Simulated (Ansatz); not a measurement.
The elements of this relaxed trial crystal are hidden behind letters.

```
lattice vectors (Å)
   0.0000    3.6298    3.6298
   3.6298    0.0000    3.6298
   3.6298    3.6298    0.0000
fractional positions
X 0.5000 0.5000 0.5000
Z 0.0000 0.0000 0.0000
```

Level of theory: DFT PBE, scalar-relativistic, plane waves, PAW in Ansatz. Cutoff 420 eV, Γ-centred 14×14×14 mesh (2-atom cell), Gaussian smearing of 0.10 eV, no spin polarisation.

- Space group: Fm-3m (No. 225)
- Conventional cell: a = 7.260 Å
- Volume per atom: 47.82 Å³
- Density: 5.93 g/cm³
- Formation energy: −0.12 eV/atom
- Gap on the 14×14×14 mesh of the 2-atom cell: 0 eV (a metal)

Energies are uncorrected and count from the elements' standard states at the same level.

Question: X is an s-block element of period 6 and Z is a p-block element of period 6. Which elements are they?

Answer: X = Ba, Z = Tl, so the formula is BaTl, here in the rock salt type. Density times volume gives a mean mass of 5.93 × 47.82/1.6605 = 170.8 u per atom, and this set has 170.9 u. Around Ba lie 6 Tl at 3.63 Å; around Tl lie 6 Ba at 3.63 Å. Other sets within the hints have nearly the same mass, so mass alone doesn't settle it; this one was computed.

These runs have no spin–orbit coupling, which can matter for Tl. The cell is a metal run without spin; a magnetic state may lie lower. A structure relaxed within its symmetry needn't be a true minimum.
